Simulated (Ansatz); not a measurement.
HgS (zinc blende)

```
HgS
1.0
    0.00000     2.93806     2.93806
    2.93806     0.00000     2.93806
    2.93806     2.93806     0.00000
S Hg
1 1
Cartesian
  1.46903   1.46903   1.46903
  0.00000   0.00000   0.00000
```

The slice is a {111} plane (indices of the conventional cell) through the point (0.000, 0.000, 0.000) (fractional), spanned by u = [100] and v = [-1 2 0] in vectors of this cell: u (4.16 Å) and v (7.20 Å, at 90° to u). It covers one period; positions are fractions (u, v).

These are PBEsol (plane waves to 420 eV, PAW, scalar-relativistic; Ansatz, a first-principles code) values and carry that method's errors. k mesh 10×10×10. Inside the PAW spheres the values are not all-electron values, and peaks at nuclei hang on which shells count as valence. At this level the bands of HgS touch or barely overlap. HgS was relaxed with its symmetry unable to fall. Spin-orbit coupling is left out, though Hg is heavy.

### Question
Predict the map of the valence electron density on the slice.

### Answer
```
|@%#=-...-=#%|
|##+-:. .:-+#|
|+=-:.   .:-=|
|==-:.   .:-=|
|==-:.....:-=|
|+==-:::::-==|
|++=--===--=+|
|====+###+===|
|---=#%@%#=--|
|::-+#@@@#+-:|
|..-=#%@%#=-.|
| .:-+###+-:.|
|  .:-=+=-:. |
|  .:-===-:. |
|...:-===-:..|
|:::-==+==-::|
|==--=+++=--=|
|##+=======+#|
|@%#=-----=#%|
|@@#+-:::-+#@|
```
Scale: ten equal steps from -1.74 (start of ' ') to 1.24 (end of '@'), in the order ' .:-=+*#%@'. Values: log₁₀ of the valence density in e/Å³. The map has 12 points along u (one character each, u = 0 at the left) and 20 along v (v = 0 in the bottom row). The scale is logarithmic, as a density can span decades between atoms and voids.
